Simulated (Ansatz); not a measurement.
Sb₂Ru in space group Pnnm (No. 58; Ru on 2a, Sb on 4g), plane-wave PAW r²SCAN (Ansatz code). The conduction-band minimum lies on the Γ–Z line, 56 % of the way from Γ, with 2 equivalent valleys. Second derivatives d²E/dk² of the lowest band at one valley (eV·Å²), along Cartesian directions:

```tsv
direction	d²E/dk²
[100]	16.12
[010]	4.021
[001]	12.56
[110]	10.07
[101]	14.34
[011]	8.292
```

Find the principal effective masses, the density-of-states mass and the conductivity mass.

Off-diagonal terms follow from H_xy = H[110] − (H_xx + H_yy)/2, and m*/mₑ = 7.620 eV·Å² over each eigenvalue: 0.47, 0.61, 1.9. One valley's DOS mass (m₁m₂m₃)^(1/3) = 0.82, conductivity mass 3/(Σ 1/mᵢ) = 0.70 mₑ.

What effective density of states Nc follows at 300 K for parabolic valleys?

Nc = 2.509e19 × 2 × (0.82)^(3/2) ≈ 3.7e19 cm⁻³.

The workflow started from an entry of the Crystallography Open Database (COD). Its standing as an ambient phase is unchecked. The r²SCAN relaxation kept the symmetry of its start; whether a distortion lowers the energy is not shown. The run is not spin-polarised. Scalar-relativistic: spin–orbit coupling is off unless named, which matters more the heavier the elements.

Potentials: the later of the program's two PAW sets.

Edges and masses are those of Kohn–Sham bands, whose gap is no quasiparticle gap.
